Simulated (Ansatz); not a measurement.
# Zincblende alloy of InAs and InSb (12 of 64 As sites exchanged), 128 atoms

Ansatz, PAW, plane waves. PBEsol relaxation of volume and atoms (shape held) at the single k point (½, ½, ½); single points on the relaxed atoms at the Γ point alone, onto which points of the small cell's zone fold. Arrangement: quasirandom. No spin–orbit coupling unless named.

Relaxed structure:

```
In As Sb
1.0
     0.00000   12.33530   12.33530
    12.33530    0.00000   12.33530
    12.33530   12.33530    0.00000
In As Sb
64 52 12
Cartesian
  12.3838 12.4086 24.5874
  12.3926 6.2574 18.4415
  6.1897 12.3354 18.5013
  18.5664 18.5688 24.6296
  6.1547 6.1441 6.1803
  18.5714 18.4234 12.4031
  18.4029 12.2588 18.4239
  6.1350 12.3555 12.3538
  12.3313 18.4639 18.4947
  12.4231 6.0426 12.2567
  12.4112 12.4009 6.1003
  12.2699 12.4023 12.4499
  12.3356 12.3621 18.5276
  12.3427 18.5060 12.3527
  18.5750 12.4102 12.2699
  18.4278 18.4204 18.4402
  15.3614 15.3353 24.6126
  3.1149 3.0912 6.1716
  3.0873 9.2596 6.1843
  15.3409 21.6638 12.4116
  9.2562 15.4067 18.4996
  21.5343 15.3319 12.2596
  21.5277 21.5404 24.6129
  9.1912 9.1783 6.0847
  9.1791 9.3144 12.4285
  9.3129 9.3439 18.4602
  21.5920 15.4307 18.3543
  9.2358 15.4370 12.3839
  15.4466 21.5923 18.4904
  15.5157 9.1755 12.2701
  15.4337 15.4256 12.3377
  15.4039 15.4040 18.5093
  3.1200 12.3292 15.4208
  3.1083 6.1501 3.2594
  15.3444 18.4237 9.1794
  15.4307 12.3293 21.5655
  9.2553 12.3303 21.5531
  9.2671 18.4656 15.4118
  9.1660 6.0848 9.1726
  21.5189 18.6100 15.4964
  21.5121 12.3850 15.4691
  9.2681 12.3452 9.4308
  9.2296 12.3698 15.4513
  9.2603 18.4841 9.3864
  15.4405 18.4859 21.5515
  15.5072 12.4258 9.1677
  15.3121 12.4126 15.4898
  15.4216 18.4891 15.4154
  12.4243 15.3502 3.1266
  24.6681 21.5862 21.5855
  6.2462 15.3355 15.5015
  6.1554 3.0872 9.2350
  6.2336 9.1627 3.1320
  6.2435 9.3145 9.1775
  18.4724 21.5936 15.4443
  18.4317 15.4911 21.6442
  12.3168 15.4154 21.5403
  12.3985 21.5077 15.5152
  12.4373 9.1526 9.1382
  12.2608 9.3658 15.4701
  12.4197 15.3141 9.3283
  12.3244 15.4411 15.4428
  18.4265 9.3577 9.2804
  18.4719 15.4032 15.3979
  1.5695 1.5023 1.5415
  1.5425 7.7319 7.6965
  7.7078 1.5466 7.7045
  7.7435 7.6803 1.5468
  7.6912 7.6829 7.6636
  7.6668 7.7373 13.9199
  7.7191 13.8570 13.8844
  13.9414 7.6429 7.6310
  13.9245 13.8968 7.6797
  13.8558 13.9371 13.9002
  13.8793 13.8735 20.0474
  13.8789 20.0220 13.9049
  20.0238 13.8937 13.8762
  4.6265 4.6049 7.6946
  4.6063 10.7867 7.6950
  4.6293 10.8069 13.8978
  10.7823 4.6030 7.6821
  10.7333 10.8488 13.9283
  10.8187 10.8165 20.0502
  10.8034 16.9585 13.8819
  16.9612 10.8251 7.6704
  16.9534 16.9412 13.8922
  16.9240 16.9419 20.0295
  4.6308 1.5195 4.6536
  4.6523 7.7148 4.6947
  4.6086 13.8546 10.7826
  10.7912 1.5402 10.7311
  10.7903 7.6496 4.6300
  10.7960 7.7682 16.9641
  10.8184 13.8658 4.5893
  10.7946 13.9132 10.8826
  10.7956 13.8817 16.9702
  10.8191 20.0473 10.8166
  16.9979 7.6786 10.7288
  16.9802 13.9164 10.7775
  16.9304 13.8938 16.9547
  16.9407 20.0325 16.9454
  1.5492 4.5972 4.6795
  1.5413 10.8132 10.7641
  7.7267 4.6215 4.6495
  7.6898 4.5756 10.7709
  7.6808 10.7686 4.6170
  7.6722 10.8095 10.8514
  7.7025 10.8124 16.9469
  7.7021 16.9476 10.8423
  13.9172 4.5573 10.7020
  13.9253 10.7954 4.6237
  13.8531 10.8154 17.0151
  13.8731 16.9407 10.8179
  13.8843 16.9529 16.9621
  20.0510 10.8162 10.7636
  19.9972 16.9576 16.9032
  7.6826 13.8638 7.7021
  13.8741 7.7051 13.9281
  20.0272 20.0565 20.0427
  4.6440 4.5991 1.5495
  10.7589 4.5916 13.9083
  10.8087 10.7895 1.5467
  10.7871 10.7987 7.6766
  10.8420 16.9453 7.7160
  16.9893 10.8281 13.9108
  4.6196 7.7091 10.7958
  10.7580 7.6886 10.7806
  13.8899 10.8437 10.7787
```

Question: What are the mean bond lengths by pair (pairs within 1.2 times the sum of covalent radii, less contacts 15 % beyond the pair's median; cation–cation pairs of compounds aside; long ionic contacts are cut short by that bound)?

Answer: As–In 2.647 ± 0.012 Å (standard deviation, 208 bonds); In–Sb 2.780 ± 0.013 Å (standard deviation, 48 bonds).
